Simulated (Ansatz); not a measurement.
The start is a relaxed Cu2SiTe3 cell shaken by Gaussian noise of σ = 0.08 Å a coordinate. Cell shape, volume and atoms are optimised at zero target pressure with r2SCAN (plane waves to 500 eV, PAW, scalar-relativistic; Ansatz, a program for electronic structure). First-step values are on the input's coarse k-mesh.

Ansatz input (later rounds restart from its end on a renewed k-mesh):
Ansatz 0.2 input:
```yaml
crystal:
  lattice:
    - [3.6133329197, -6.2978458774, 0]
    - [3.6133329197, 6.2978458774, 0]
    - [-2.3563712184, 0, 6.8525855017]
  atoms:
    - { symbol: Si, position: [0.7007730219, 0.5047146249, 0.0187450352] }
    - { symbol: Si, position: [0.5047742544, 0.6787542375, 0.5118907228] }
    - { symbol: Cu, position: [0.9651477223, 0.1474948271, 0.9853311665] }
    - { symbol: Cu, position: [0.1757868594, 0.9774465515, 0.4895583346] }
    - { symbol: Cu, position: [0.3461655562, 0.8301108205, 0.9864510763] }
    - { symbol: Cu, position: [0.8494158791, 0.3497913032, 0.4875239344] }
    - { symbol: Te, position: [0.3792757646, 0.5378554032, 0.1318675596] }
    - { symbol: Te, position: [0.5311727753, 0.3612589425, 0.6352567612] }
    - { symbol: Te, position: [0.0477273315, 0.8933403505, 0.1379980535] }
    - { symbol: Te, position: [0.8796900043, 0.0496052584, 0.6264929087] }
    - { symbol: Te, position: [0.7076599585, 0.2368604637, 0.1252827799] }
    - { symbol: Te, position: [0.2251325116, 0.6895337414, 0.6292151188] }
basis: { ecutwfc: 500, ecutrho_ratio: 4, xc_grid: 4, fft_grid_basis: typed }
kpoints: { mp_grid: { grid: [3, 3, 3] } }
hamiltonian:
  xc: r2scan
  dispersion: none
  pseudopotentials: { kind: paw }
scf: { occupations: { method: fermi_dirac, width: 0.05 } }
relax: { f_tol: 0.01, max_steps: 100, cell: { stress_tol: 0.02 } }
output: { forces: true, stress: true }
```

**Question.** What is the largest force in the starting geometry, and on which atom (counted from 1)?

**Answer.** 4.30 eV/Å, on Te11 (atoms numbered as listed).

**Question.** Is the parent structure recovered?

**Answer.** It relaxes back to the parent, Cc (No. 9).

**Question.** How do the shortest distances between atoms change?

**Answer.** The closest pairs of elements (up to four, under 3.6 Å), start → end: Si–Te 2.23 → 2.52 Å; Cu–Te 2.43 → 2.55 Å.

**Question.** What band gap does the relaxed structure have at this level?

**Answer.** 0.45 eV, direct within 0.03 eV (at Γ) (no spin-orbit coupling).

The end point of the relaxation:

Space group Cc (No. 9); a = 7.227 Å, b = 12.596 Å, c = 7.246 Å, α = 90.00°, β = 108.98°, γ = 90.00°

```csv
atom,site,symmetry,x,y,z
Si,4a,1,0.4006,0.0850,0.4859
Cu,4a,1,0.4229,0.5850,0.0058
Cu,4a,1,0.4098,0.2471,0.0017
Te,4a,1,0.0420,0.4161,0.3713
Te,4a,1,0.0323,0.0848,0.3793
Te,4a,1,0.0366,0.7477,0.3734
```
(The calculation used a cell of 12 atoms; values per cell refer to that cell.)

Final values are on a 5×5×4 k-mesh of the relaxed cell. No spin polarisation in the result. Spin-orbit coupling is missing; with elements this heavy it can move band edges by tenths of an eV or more.

The cell that was disturbed is our relaxation of an entry of Materials Project.
